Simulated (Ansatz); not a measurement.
# Settings and field gradients in AlN

Cell: a COD entry, ions relaxed with PBE at fixed cell.

```
CELL_PARAMETERS angstrom
3.11300 0.00000 0.00000
-1.55650 2.69594 0.00000
0.00000 0.00000 4.98100
ATOMIC_POSITIONS crystal
Al 0.33333 0.66667 0.99901
Al 0.66667 0.33333 0.49901
N 0.33333 0.66667 0.38099
N 0.66667 0.33333 0.88099
```

Atoms are numbered from 1 in the order listed; like atoms form one site, named after its first atom.

Reference run. All values are calculated (Ansatz; DFT, PBE, plane waves and PAW, scalar-relativistic, 420 eV cutoff, Γ-centred 10×10×6 k-points, Fermi–Dirac smearing 0.02 eV), not measured.

It gives V_zz (10²¹ V/m²) Al 0.48 (η 0.00), among others. Each of these runs changes the input as listed (caps on SCF iterations aside):

A. scf.algorithm: not typed → density_mixing; scf.n_extra_bands: not typed → 2; scf.convergence.dr2_threshold: not typed → 1e-11
B. accuracy: not typed → low; magnetization: not typed → {spin_polarized: true}

Task: Which of these changes matter for the gradients?

Result: 

| run | Al V_zz (η) | largest change of a gradient tensor, all atoms | note |
| --- | --- | --- | --- |
| A | 0.48 (0.00) | 0.00 | converged |
| B | 0.48 (0.00) | 0.00 | converged |

None of them moves a gradient tensor by more than 0.01.
